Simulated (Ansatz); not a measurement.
ZnS (wurtzite, P6_3mc), a = 3.807 Å, b = 3.807 Å, c = 6.247 Å, α = 90.00°, β = 90.00°, γ = 120.00°.

Relaxed with r²SCAN. The program Ansatz at the r²SCAN level (PAW) gives a gap of 2.77 eV.

What gap does HSE06 give on the same cell (Ansatz, PAW)?

3.43 eV, 0.66 eV more. The hybrid was solved on a coarser mesh and at special points; the gap given is the minimum over both.

```
k  v1 r²SCAN  c1 r²SCAN    v1 HSE06    c1 HSE06
-  ---------  ---------  ----------  ----------
Γ       0.00       2.77        0.00        3.43
A      -0.48       4.09       -0.50        4.83
K      -2.15       4.54  (withheld)  (withheld)
H      -1.40       4.97  (withheld)  (withheld)
M      -0.91       4.04  (withheld)  (withheld)
L      -1.66       3.95  (withheld)  (withheld)
```

Top valence (v1) and lowest conduction level (c1) in eV from each method's valence maximum (which need not be a listed point): supply the withheld HSE06 values.


- L, v1 HSE06: -1.72
- L, c1 HSE06: 4.68
- H, v1 HSE06: -1.43
- H, c1 HSE06: 5.75
- K, v1 HSE06: -2.26
- K, c1 HSE06: 5.26
- M, v1 HSE06: -0.94
- M, c1 HSE06: 4.78

Cost on shared cores: the r²SCAN run (SCF on a 8×8×5 mesh, then bands and DOS) roughly 50 core-seconds, the HSE06 run (SCF on 6×6×4, then a few points) very roughly 2.3 core-minutes; the tasks are unlike.

The r²SCAN relaxation kept the symmetry of its start.

Potentials: the earlier of the program's two PAW sets. The files were generated under PBE; for other functionals the program regenerates the frozen cores, and for LDA and PBEsol the local potential too.
